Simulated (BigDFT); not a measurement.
Troubleshooting BigDFT: a failed run on the molecule C2H6ClNOSi2. The aim is a self-consistent single point with DFT, LDA (Teter-Pade), Daubechies wavelet basis, HGH (Krack) norm-conserving potentials made for LDA, isolated boundary conditions.

The input file:

```yaml
# file: input.yaml
dft:
  hgrids: 0.33
  rmult: [5, 0]
  ixc: 1
  gnrm_cv: 1e-04
  itermax: 80
  idsx: 6
  nrepmax: 3
posinp:
  units: angstroem
  positions:
  - N: [2.333300000, 0.314200000, -0.350100000]
  - Si: [0.835300000, -0.359200000, -0.794800000]
  - O: [0.400200000, -1.347100000, 0.494900000]
  - C: [-0.811400000, -1.036900000, 1.095200000]
  - C: [-1.607900000, -0.031800000, 0.693900000]
  - Si: [-1.043200000, 0.997400000, -0.750500000]
  - Cl: [-0.773500000, 2.839100000, 0.083200000]
  - H: [2.238000000, 0.734200000, 0.573200000]
  - H: [2.999200000, -0.445500000, -0.228300000]
  - H: [1.017700000, -1.162800000, -2.025800000]
  - H: [-1.024800000, -1.703900000, 1.922100000]
  - H: [-2.549800000, 0.210700000, 1.166500000]
  - H: [-2.013200000, 0.991400000, -1.879400000]
```

Output, abridged:

```
---

  #------------------------------------------------------------------------ Input parameters
 dft:
   hgrids                              : 0.33 #   Grid spacing in the three directions (bohr)
   rmult: [5, 0] #                                c(f)rmult*radii_cf(:,1(2))=coarse(fine) atom-based radius
   [... lines left out ...]
   Rigid Shift Applied (AU)            :  [  12.115,  10.518,  10.988 ]
  #------------------------------------------------------------------------- Grid properties
 Box Grid spacings                     :  [  0.3300,  0.3300,  0.3300 ]
 Sizes of the simulation domain:
   AU                                  :  [  25.080,  22.110,  21.780 ]
   Angstroem                           :  [  13.272,  11.700,  11.525 ]
   Grid Spacing Units                  :  [  76,  67,  66 ]
 Wavefunctions Descriptors, full simulation domain:
   Coarse resolution grid:
     No. of segments                   :  3522
     No. of points                     :  158757
   Fine resolution grid:
     No. of segments                   :  0
     No. of points                     :  0
  #------------------------------------------------------------------- Kernel Initialization
 Poisson Kernel Creation:
   Boundary Conditions                 : Free
  #------------------------------------------------------- Electronic Orbital Initialization
 Total Number of Electrons             :  40
 Spin treatment                        : Averaged
 Orbitals Repartition:
 Total Number of Orbitals              :  20
 Input Occupation Numbers:
 - Occupation Numbers: {Orbitals No. 1-20:  2.0000}
 Wavefunctions memory occupation for root MPI process:  24 MB 229 KB 800 B
 BIGDFT_RUNTIME_ERROR:
   Id                                  : 33
   Message                             : An invalid operation has been done during runtime
   Action:
     Check the exact unrolling of runtime operations, likely something has been
     initialized/finalized twice
 Additional Info                       : nl1: projector region outside cell
  #^^^^^^^^^^^^^^^^^^^^^^^^^^^^^^^^^^^^^^^^^^^^^^^^^^^^^^^^^^^^^^^^^^^^^^^^^^^ Error raised!
  #^ Messages are above, dumping run status in file(s) bigdft-err-*.yaml of directory debug/
  #~~~~~~~~~~~~~~~~~~~~~~~~~~~~~~~~~~~~~~~~~~~~~~~~~~~~~~~~~~~~~~~~~~~~~~~~~~~~~~ Exiting...
MPI_ABORT was invoked
```

The error message:

```
BIGDFT_RUNTIME_ERROR: nl1: projector region outside cell
```

The fault is a fine radius of zero. The projectors of the potentials live on the fine region, which is then empty. To fix it, restore the fine-radius multiplier. The program stopped before any SCF iteration.

An input that runs soundly differs in these lines (not the only fix; some lines may just follow from the change or write a value another way):
```diff
-  rmult: [5, 0]
+  rmult: [5, 8]
```

With that input, the run converged in 15 iterations: total energy -1736.4803 eV; largest force (vector length) 1.461 eV/Å; dipole moment 1.36 D; highest occupied level -6.13 eV (DFT, LDA (Teter-Pade), Daubechies wavelet basis, HGH (Krack) norm-conserving potentials made for LDA, isolated boundary conditions).

On the sound run: the grid can part forces that symmetry would make equal. Forces above 1 eV/Å remain at this geometry. The geometry comes from a cheaper method or was typed, in some cases with atoms then moved at random; it is not relaxed at this level, and the species need not be a known compound.
